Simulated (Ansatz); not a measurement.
RbVF₃ (cubic perovskite, Pm-3m), DFT-r²SCAN in the program Ansatz with PAW potentials. The conduction-band minimum lies at Γ, with 1 equivalent valley. Second derivatives d²E/dk² of the lowest band at one valley (eV·Å²), along Cartesian directions:

```tsv
direction	d²E/dk²
[100]	15.85
[010]	15.85
[001]	15.85
[110]	15.86
[101]	15.86
[011]	15.86
```

Q: Find the principal effective masses, the density-of-states mass and the conductivity mass.

A: Off-diagonal terms follow from H_xy = H[110] − (H_xx + H_yy)/2, and m*/mₑ = 7.620 eV·Å² over each eigenvalue: 0.48, 0.48, 0.48. One valley's DOS mass (m₁m₂m₃)^(1/3) = 0.48, conductivity mass 3/(Σ 1/mᵢ) = 0.48 mₑ.

Q: What effective density of states Nc follows at 300 K for parabolic valleys?

A: Nc = 2.509e19 × 1 × (0.48)^(3/2) ≈ 8.3e18 cm⁻³.

The first step of the workflow began from a Materials Project structure, measured or hypothetical; the Crystallography Open Database files this formula in space group No. 221, but the cells were not matched. Its standing as an ambient phase is unchecked. The r²SCAN relaxation kept the symmetry of its start, as lowered by the spin order; whether a distortion lowers the energy is not shown. Spin order of the final state: antiferromagnetic, chosen from 3 collinear starts compared on coarse meshes (ties went to the first, and starts can fall back to one state), not a proven ground state. Other orbital occupations within this spin state were not tried. No Hubbard U is applied. Point labels and valley counts follow the cell and symmetry of the run, lower than the named group. Scalar-relativistic: spin–orbit coupling is off unless named, which matters more the heavier the elements.

Potentials: the later of the program's two PAW sets.

Edges and masses are those of Kohn–Sham bands, whose gap is no quasiparticle gap.
